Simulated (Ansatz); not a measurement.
Values for one crystal, relaxed and computed with DFT-r²SCAN in the program Ansatz with PAW potentials; other levels are named.

| Item | Value |
|---|---|
| Volume per atom | 16.88 Å³ |
| Electronic character | metallic (no gap) |
| Formation energy from the elements (no fitted shifts) | -0.74 eV/atom |
| Density of states at the Fermi level | 0.49 states/eV per atom (mean over ±0.08 eV) |

Problem. Which compound is it?
A. GePd, CsCl type
B. YN, P4_2/mmc (Y on 2c, N on 2e)
C. ZrVGe, I4/mmm (Zr on 4e, V on 4c, Ge on 4e)
D. FeB2, P6/mmm (B on 2d, Fe on 1a)

Solution. C, ZrVGe, I4/mmm (Zr on 4e, V on 4c, Ge on 4e)

The first step of the workflow began from a Materials Project structure, measured or hypothetical; the Crystallography Open Database copy checked does not list it. Its standing as an ambient phase is unchecked. Symmetry was held in the r²SCAN relaxation; whether a distortion lowers the energy is not shown. No spin polarisation was allowed. The references are the lowest solids computed at this level, not always the standard phases. Scalar-relativistic: spin–orbit coupling is off unless named, which matters more the heavier the elements.

Potentials: the later of the program's two PAW sets.
